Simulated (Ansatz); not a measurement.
Name crystals whose computed values (DFT-r²SCAN in the program Ansatz with PAW potentials) fall in these windows: Θ_D (K) 370 to 470; highest Γ mode, no LO–TO term (cm⁻¹) 230 to 310; B₀ by P(V) fit (GPa) 35 to 43.



```json
[
 {"crystal": "Mg, hcp (Mg type)", "Θ_D (K)": "420", "highest Γ mode, no LO–TO term (cm⁻¹)": "269", "B₀ by P(V) fit (GPa)": "39.6"}
]
```
Others may fit too.

The cell was relaxed under the symmetry of its start.

Potentials: the later of the program's two PAW sets.
